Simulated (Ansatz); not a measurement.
Si$_{3}$P$_{4}$:
```
Si3P4
1.0
   -4.04313     4.04313     4.04313
    4.04313    -4.04313     4.04313
    4.04313     4.04313    -4.04313
Si P
6 8
Cartesian
  3.03235   0.00000   2.02157
  1.01078   0.00000   6.06470
  2.02157   3.03235   0.00000
  6.06470   1.01078   0.00000
  0.00000   2.02157   3.03235
  0.00000   6.06470   1.01078
  4.04061   4.04061   4.04061
  0.00253   4.04566  -0.00253
  4.04566  -0.00253   0.00253
 -0.00253   0.00253   4.04566
  2.01904   2.01904   2.01904
 -2.01904   2.02410   2.01904
  2.01904  -2.01904   2.02410
  2.02410   2.01904  -2.01904
```

Relaxed with r²SCAN. Special points in fractions of this cell's reciprocal vectors: Γ (0.000, 0.000, 0.000); H (0.500, -0.500, 0.500); N (0.000, 0.000, 0.500); P (0.250, 0.250, 0.250).

Task: List the band energies nearest the Fermi level at these points for plane-wave PAW r²SCAN (Ansatz code).

Result: In eV from the Fermi level; about four levels below and three above (degenerate sets whole), none deeper than 8.9 eV; points with the same levels are listed once.

```json
[
 {"k": "Γ", "below": "-0.89 -0.01 -0.01 -0.01", "above": "0.18 0.18 0.55 0.55 0.55"},
 {"k": "H", "below": "-2.28 -2.28 -2.28 -2.28 -2.28 -2.28 -1.30 -1.30", "above": "1.44 1.44 1.44 1.44 1.44 1.44"},
 {"k": "N", "below": "-1.32 -1.32 -0.31 -0.31", "above": "1.34 1.34 1.83 1.83"},
 {"k": "P", "below": "-0.81 -0.81 -0.81 -0.81", "above": "2.07 2.07 2.07 2.07"}
]
```

Space group I-43d. The cell is a constructed one: a structure type filled with these elements; neither database checked (COD, Materials Project) lists it. Its standing as an ambient phase is unchecked. The cell was relaxed with r²SCAN under the symmetry of its start; whether a distortion lowers the energy is not shown. A small band overlap can be real or an error of a semilocal functional.

Potentials: the earlier of the program's two PAW sets.
